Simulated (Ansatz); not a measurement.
TaSi2 in space group P6_222 (No. 180; Si on 6j, Ta on 3d) at seven volumes, LDA (plane waves, PAW; program Ansatz), shape and atoms relaxed at each. One row is withheld.

```json
[
 {"V (Å³/atom)": "12.778", "P (GPa)": "23.29"},
 {"V (Å³/atom)": "13.199", "P (GPa)": "?"},
 {"V (Å³/atom)": "13.620", "P (GPa)": "6.57"},
 {"V (Å³/atom)": "14.042", "P (GPa)": "0.00"},
 {"V (Å³/atom)": "14.463", "P (GPa)": "-5.61"},
 {"V (Å³/atom)": "14.884", "P (GPa)": "-10.38"},
 {"V (Å³/atom)": "15.305", "P (GPa)": "-14.44"}
]
```

Fit the shown pressures and predict the withheld one.

Third-order Birch–Murnaghan: P = (3/2)B₀(x^(7/2) − x^(5/2))[1 + (3/4)(B′ − 4)(x − 1)] with x = (V₀/V)^(2/3). Least squares on the six rows gives V₀ = 14.042 Å³/atom, B₀ = 201.7 GPa, B′ = 4.29. At V = 13.199, x = 1.0421 and P = 14.26 GPa. The run itself gave 14.27 GPa.

Symmetry was held in the LDA relaxation. The run is not spin-polarised. Scalar-relativistic: spin–orbit coupling is off unless named, which matters more the heavier the elements.

Potentials: the later of the program's two PAW sets.
